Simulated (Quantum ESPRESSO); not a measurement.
```
CELL_PARAMETERS angstrom
      3.80580     0.00000     0.00000
     -1.90290     3.29592     0.00000
      0.00000     0.00000     6.23798
ATOMIC_POSITIONS crystal
  Zn 0.33333 0.66667 0.00014
  Zn 0.66667 0.33333 0.50014
  S  0.33333 0.66667 0.37486
  S  0.66667 0.33333 0.87486
```
The geometry is a computed Materials Project entry, not a measured one. It is ZnS in P6₃mc. Stability against distortions was not tested.

With PBE (σ by GIPAW in a modified build of Quantum ESPRESSO; JTH PAW datasets, 20 Ha):

| quantity | PBE |
|---|---|
| σ_iso Zn (ppm) | 1220.9 |
| σ_iso S (ppm) | 644.5 |

Shieldings are absolute and leave out the bulk-susceptibility term; a larger σ means a smaller chemical shift. In our sweeps, cutoffs and meshes of this size left a few ppm, and up to some 20 ppm on atoms from Zn on. No d partial waves on S: the paramagnetic term there is incompletely reconstructed.

### Question
What does the LDA, on its own JTH datasets and the same geometry, give?

### Answer
```csv
quantity,LDA,LDA − PBE
σ_iso Zn (ppm),1178.9,-42.0
σ_iso S (ppm),598.2,-46.3
```
